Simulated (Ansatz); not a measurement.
Input:

SnO$_{2}$:
```
SnO2
1.0
    4.72263     0.00000     0.00000
    0.00000     4.72263     0.00000
    0.00000     0.00000     3.19022
Sn O
2 4
Direct
  0.00000   0.00000   0.00000
  0.50000   0.50000   0.50000
  0.30607   0.30607   0.00000
  0.80607   0.19393   0.50000
  0.19393   0.80607   0.50000
  0.69393   0.69393   0.00000
```

This is the LDA-relaxed structure.

Task: All from LDA (plane waves, PAW; program Ansatz), unless another level is named. Give the electronic dielectric constant ε∞ (DFPT).

Result: 4.43 (xx = yy), 4.77 (zz).

Task: Predict the Born charges (a third of the trace).

Result: Sn +4.26, O -2.13 e.

Task: Next, the static dielectric constant ε0 (ions relaxed, cell fixed)?

Result: 13.0 (xx = yy), 10.1 (zz).

Space group P4_2/mnm (rutile). The cell was relaxed with LDA under the symmetry of its start; phonons on a q-mesh show no instability. Scalar-relativistic: spin–orbit coupling is off unless named, which matters more the heavier the elements.

Potentials: the later of the program's two PAW sets.
